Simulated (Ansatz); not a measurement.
# TiRh3: zone-centre modes under pressure

TiRh3, Pm-3m, a = 3.802 Å. The structure is a COD entry; whether it is the stable form wasn't checked. Ansatz: PBEsol, PAW, 420 eV, Γ-centred 12×12×12 mesh on 4 atoms, Fermi-Dirac smearing 0.15 eV; no spin polarisation. Cell and atoms are relaxed at each pressure with the symmetry kept; optical modes at Γ by linear response, in cm⁻¹, matched by rank (the highest 3 distinct ones).

| P (GPa) | V (Å³/atom) | ω1 | ω2 | ω3 |
| --- | --- | --- | --- | --- |
| 0 | 13.742 | 170.2 | 182.2 | 225.0 |
| 5 | 13.489 | 177.2 | 191.9 | 236.7 |
| 15 | 13.051 | ? | ? | ? |

**Question.** Get each mode's Grüneisen parameter γ = −d ln ω/d ln V from the other rows and predict the missing frequencies.

**Answer.** ln(V/V0) = 0.0000, -0.0186, -0.0516; a line through ln(ω/ω0) of the 2 known rows gives ω1: γ = 2.167, predicted 190.3, computed 189.8; ω2: γ = 2.789, predicted 210.4, computed 208.9; ω3: γ = 2.725, predicted 259.0, computed 257.9. The worst miss is 0.7 %, or 6 % of the shift under pressure, so a constant γ serves at that level. In a metal these frequencies hang on the mesh and smearing.